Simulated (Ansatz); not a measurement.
C:
```cif
data_C6
_chemical_formula_sum 'C6'
_space_group_name_H-M_alt 'P 1'
_space_group_IT_number 1
_cell_length_a 4.45677
_cell_length_b 4.45677
_cell_length_c 2.52997
_cell_angle_alpha 90.000
_cell_angle_beta 90.000
_cell_angle_gamma 120.000
loop_
_space_group_symop_operation_xyz
  'x, y, z'
loop_
_atom_site_label
_atom_site_type_symbol
_atom_site_fract_x
_atom_site_fract_y
_atom_site_fract_z
_atom_site_occupancy
C1 C 0.44789 0.89578 0.25000 1
C2 C 0.10422 0.55211 0.25000 1
C3 C 0.44789 0.55211 0.25000 1
C4 C 0.55211 0.10422 0.75000 1
C5 C 0.89578 0.44789 0.75000 1
C6 C 0.55211 0.44789 0.75000 1
```

Relaxed with PBE.

Q: Which orbitals make up the states near the band edges in plane-wave PAW PBE (Ansatz code)?

A: Top 1 eV of the valence band: C 2p 97 %. Bottom 1 eV of the conduction band: C 2p 70 %, C 2s 7 %, outside the projected shells 23 %. Projections are on Löwdin-orthogonalised atomic valence shells; empty p or d shells of many metals are not among them.

Q: Tabulate the density of states.

A: States/eV per cell of 6 atoms, in 0.25 eV bins, energy from the valence-band maximum.

| E (eV) | total | C 2p | C 2s |
|---|---|---|---|
| -7.85 | 1.82 | 1.70 | 0.12 |
| -7.60 | 1.84 | 1.72 | 0.11 |
| -7.35 | 2.43 | 2.24 | 0.16 |
| -7.10 | 1.77 | 1.63 | 0.13 |
| -6.85 | 1.77 | 1.65 | 0.11 |
| -6.60 | 1.83 | 1.72 | 0.11 |
| -6.35 | 1.75 | 1.64 | 0.11 |
| -6.10 | 1.72 | 1.62 | 0.10 |
| -5.85 | 1.77 | 1.68 | 0.08 |
| -5.60 | 1.83 | 1.76 | 0.07 |
| -5.35 | 2.18 | 2.08 | 0.09 |
| -5.10 | 2.07 | 1.96 | 0.11 |
| -4.85 | 1.44 | 1.38 | 0.06 |
| -4.60 | 1.77 | 1.71 | 0.05 |
| -4.35 | 2.31 | 2.24 | 0.06 |
| -4.10 | 1.91 | 1.86 | 0.05 |
| -3.85 | 1.89 | 1.84 | 0.05 |
| -3.60 | 1.29 | 1.24 | 0.04 |
| -3.35 | 0.96 | 0.91 | 0.04 |
| -3.10 | 1.01 | 0.94 | 0.06 |
| -2.85 | 0.90 | 0.84 | 0.05 |
| -2.60 | 0.84 | 0.78 | 0.05 |
| -2.35 | 0.77 | 0.72 | 0.05 |
| -2.10 | 0.73 | 0.68 | 0.04 |
| -1.85 | 0.69 | 0.65 | 0.04 |
| -1.60 | 0.51 | 0.49 | 0.02 |
| -1.35 | 0.39 | 0.37 | 0.02 |
| -1.10 | 0.31 | 0.29 | 0.01 |
| -0.85 | 0.24 | 0.23 | 0.01 |
| -0.60 | 0.18 | 0.17 | 0.00 |
| -0.35 | 0.11 | 0.10 | 0.00 |
| -0.10 | 0.03 | 0.03 | 0.00 |
| 0.15 | 0.00 | 0.00 | 0.00 |
| 0.40 | 0.00 | 0.00 | 0.00 |
| 0.65 | 0.00 | 0.00 | 0.00 |
| 0.90 | 0.00 | 0.00 | 0.00 |
| 1.15 | 0.00 | 0.00 | 0.00 |
| 1.40 | 0.00 | 0.00 | 0.00 |
| 1.65 | 0.00 | 0.00 | 0.00 |
| 1.90 | 0.00 | 0.00 | 0.00 |
| 2.15 | 0.00 | 0.00 | 0.00 |
| 2.40 | 0.01 | 0.01 | 0.00 |
| 2.65 | 0.05 | 0.05 | 0.00 |
| 2.90 | 0.16 | 0.11 | 0.01 |
| 3.15 | 0.27 | 0.18 | 0.02 |
| 3.40 | 0.44 | 0.31 | 0.04 |
| 3.65 | 0.63 | 0.46 | 0.06 |
| 3.90 | 1.18 | 0.89 | 0.14 |
| 4.15 | 3.05 | 2.37 | 0.36 |
| 4.40 | 2.68 | 1.91 | 0.44 |
| 4.65 | 2.90 | 1.83 | 0.71 |
| 4.90 | 2.28 | 1.29 | 0.65 |
| 5.15 | 2.37 | 1.27 | 0.70 |
| 5.40 | 2.28 | 1.20 | 0.65 |
| 5.65 | 2.14 | 1.10 | 0.56 |
| 5.90 | 2.35 | 1.20 | 0.55 |
| 6.15 | 1.97 | 1.03 | 0.48 |
| 6.40 | 2.30 | 1.32 | 0.52 |
| 6.65 | 3.10 | 1.83 | 0.60 |
| 6.90 | 2.69 | 1.66 | 0.50 |
| 7.15 | 2.04 | 1.35 | 0.37 |

Space group P6_3/mmc. The start of the workflow was typed in or built on a structure type. Its sites differ from those of the usual phase in this space group: another stacking or structure type. The PBE relaxation kept the symmetry of its start; whether a distortion lowers the energy is not shown.

Potentials: the later of the program's two PAW sets.
